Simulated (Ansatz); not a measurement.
ScPt, DFT, LDA, all-electron PAW with datasets made for the crystal, scalar-relativistic (Ansatz 0.2.0), run on 1 thread of Arm Neoverse V2 on a shared host.

The geometry is COD entry 1537628, unchecked; take it as a test cell. The listed cell was then made from it by scaling, straining or moving an atom.

Command: `ansatz run input.yaml --threads 1 --pin off --max-ram 3072MiB --backend cpu --events-out ev --progress --plain --runs-dir out`

```yaml
crystal:
  lattice:
    - [3.2032465755, 0.0, 0.0]
    - [0.0, 3.2032465755, 0.0]
    - [0.0, 0.0, 3.2032465755]
  atoms:
    - { symbol: Sc, position: [0.5, 0.5, 0.5] }
    - { symbol: Pt, position: [0.0, 0.0, 0.0] }
kpoints:
  mp_grid: { grid: [10, 10, 10] }
scf:
  occupations: { method: fermi_dirac, width: 0.05 }
hamiltonian:
  xc: lda
  pseudopotentials: { kind: all_electron, datasets: crystal }
output:
  forces: true
  stress: true
  eigenvalues: true
  efg: { contact_densities: true }
```

Task: How large is the problem that the program sets up?

Result: 56 irreducible k-points, 305 plane waves at Γ, 21 bands.

Task: Estimate the wall time and the peak memory.

Result: 7.2 s of wall time for 10 SCF iterations, with a peak of 0.48 GiB. Times on shared machines scatter by tens of per cent.

Task: And the same cell and mesh by PAW with the default files, asked for forces, stress, eigenvalues, efg, on the same hardware?

Result: 3 s, peak memory 0.38 GiB.
